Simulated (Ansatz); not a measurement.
AlH2PbO2F3 — 17O NMR of the central transition

Cell: a computed structure from the Materials Project (it need not be an observed phase).

Space group P-1 (No. 2); a = 5.0816, b = 6.3966, c = 6.9234 Å, α = 74.52°, β = 89.61°, γ = 72.38°.

```
site  Wyckoff  site symmetry       x       y       z
  Al       2i              1  0.8382  0.1853  0.3260
  H3       2i              1  0.2661  0.1857  0.5231
  H5       2i              1  0.2684  0.1442  0.1379
  Pb       2i              1  0.2044  0.6890  0.1934
  O9       2i              1  0.0991  0.1362  0.5473
 O11       2i              1  0.0957  0.1031  0.1370
 F13       2i              1  0.5712  0.2060  0.1369
 F15       2i              1  0.5553  0.2602  0.4887
 F17       2i              1  0.8120  0.4856  0.2285
```

One atom of each set is listed.

Computed with Ansatz: DFT, PBE, plane waves and PAW, scalar-relativistic, 420 eV cutoff, Γ-centred 5×4×4 k-points, Fermi–Dirac smearing 0.02 eV.

17O has I = 5/2 and Q = -25.58 mb (Pyykkö 2018); at 9.4 T its Larmor frequency is ν₀ = 54.3 MHz. Only the quadrupole interaction is simulated: positions count from each site's isotropic chemical shift, and shift anisotropy, dipolar and J coupling are left out.

(1) Give C_Q, η, the quadrupolar product P_Q = |C_Q|(1 + η²/3)^½, the second-order isotropic shift and the breadth of the pattern (static powder) for each O site.

Results:

(1) 

```tsv
site	first shell	C_Q (MHz)	η	P_Q (MHz)	δ_QIS (ppm)	breadth (kHz)
O9	1 H at 0.99 Å, 2 Al at 1.93–1.94 Å; also 1 Pb at 2.62 Å	-5.73	0.28	5.81	-68.7	23.7
O11	1 H at 0.99 Å, 1 Al at 1.90 Å, angle 117°; also 2 Pb at 2.46–2.55 Å	-5.54	0.17	5.57	-63.1	20.3
```

δ_QIS = −(ν_Q²/30ν₀²)[I(I+1) − 3/4](1 + η²/3) × 10⁶ ppm with ν_Q = 3|C_Q|/[2I(2I−1)]; it falls as 1/B₀² in ppm, and the breadth as 1/B₀ in kHz.

At O9 V_zz points along its shortest bond, to H (within 5°). At O11 V_zz points along the shorter of its two bonds, to H (within 5°).

The run took 64 s of wall time (65 s of CPU time) and 0.75 GiB at its peak, on 1 thread of Arm Neoverse V1 (aarch64; 8 cores open to the job, memory cap 2.5 GiB, no GPU), a shared host with a load of 0.5 a core.
